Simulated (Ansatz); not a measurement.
Input:

Cu₃Pt:
```xyz
4
Lattice="3.6296 0.0000 0.0000 0.0000 3.6296 0.0000 0.0000 0.0000 3.6296" Properties=species:S:1:pos:R:3 pbc="T T T"
Cu     0.0000     1.8148     1.8148
Cu     1.8148     0.0000     1.8148
Cu     1.8148     1.8148     0.0000
Pt     0.0000     0.0000     0.0000
```

This is the LDA-relaxed structure.

**Question.** All from the program Ansatz at the LDA level (PAW), unless another level is named. Predict the Poisson's ratio.

**Answer.** 0.36.

**Question.** What about the highest zone-centre frequency?

**Answer.** 248 cm⁻¹.

**Question.** Next, the elastic constants (relaxed ions, GPa)?

**Answer.** C11 = 268, C12 = 194, C44 = 103.

Space group Pm-3m (Cu3Au type). The first step of the workflow began from a Materials Project structure, measured or hypothetical; the Crystallography Open Database files this formula in space group No. 221, but the cells were not matched. Its standing as an ambient phase is unchecked. Symmetry was held in the LDA relaxation; of distortions, only those at the zone centre were tested. The run is not spin-polarised. As this level gives no gap, shear constants depend on the k-mesh and smearing (Fermi–Dirac, 0.1 eV here). As this level gives no gap, phonon frequencies hold no LO–TO term and depend on the k-mesh and smearing (Fermi–Dirac, 0.1 eV here). Scalar-relativistic: spin–orbit coupling is off unless named, which matters more the heavier the elements.

Potentials: the later of the program's two PAW sets.
